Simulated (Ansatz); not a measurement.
# Ge: computed property card

Ge:
```
CELL_PARAMETERS angstrom
     -3.47039     3.47039     3.47039
      3.47039    -3.47039     3.47039
      3.47039     3.47039    -3.47039
ATOMIC_POSITIONS crystal
  Ge 0.50000 0.00000 0.79608
  Ge 0.50000 0.00000 0.20392
  Ge 0.70392 0.70392 0.70392
  Ge 0.29608 0.29608 0.29608
  Ge 0.00000 0.79608 0.50000
  Ge 0.00000 0.20392 0.50000
  Ge 0.79608 0.50000 0.00000
  Ge 0.20392 0.50000 0.00000
```

Space group Ia-3 (No. 206); conventional cell a = 6.9408 Å, b = 6.9408 Å, c = 6.9408 Å, α = 90.00°, β = 90.00°, γ = 90.00°.

Method: DFT-PBEsol in the program Ansatz with PAW potentials. The cell and atoms are relaxed at this level. Other levels are named where they apply.

Cell and energy:

- Volume per atom: 20.90 Å³
- Density: 5.77 g/cm³

Electronic structure:

- Electronic character = metallic (no gap)
- Density of states at the Fermi level = 0.15 states/eV per atom (mean over ±0.08 eV)
- Gap with spin–orbit coupling = none (metallic)

Mechanics:

- Bulk modulus (Birch–Murnaghan fit) = 64.7 GPa
- Pressure derivative B′ = 4.2
- Elastic constants (relaxed ions, GPa) = C11 = 122, C12 = 35.9, C44 = 37.7
- Mechanical stability = stable (all eigenvalues of C positive)
- Hill bulk and shear moduli = 64.5 and 39.7 GPa
- Young's modulus = 98.8 GPa
- Poisson's ratio = 0.24
- Debye temperature from the elastic constants = 315 K

Phonons:

Highest zone-centre frequency: 249 cm⁻¹
Zone-centre stability: no imaginary mode at Γ

The workflow started from a Materials Project entry (that database holds measured and hypothetical structures alike); the Crystallography Open Database copy checked does not list it. It is not the phase usual at ambient conditions (space group No. 227). The cell was relaxed with PBEsol under the symmetry of its start. As this level gives no gap, shear constants depend on the k-mesh and smearing (Fermi–Dirac, 0.1 eV here). As this level gives no gap, phonon frequencies hold no LO–TO term and depend on the k-mesh and smearing (Fermi–Dirac, 0.1 eV here). Spin–orbit coupling is left out wherever it is not named.

Potentials: the earlier of the program's two PAW sets. The files were generated under PBE; for other functionals the program regenerates the frozen cores, and for LDA and PBEsol the local potential too.
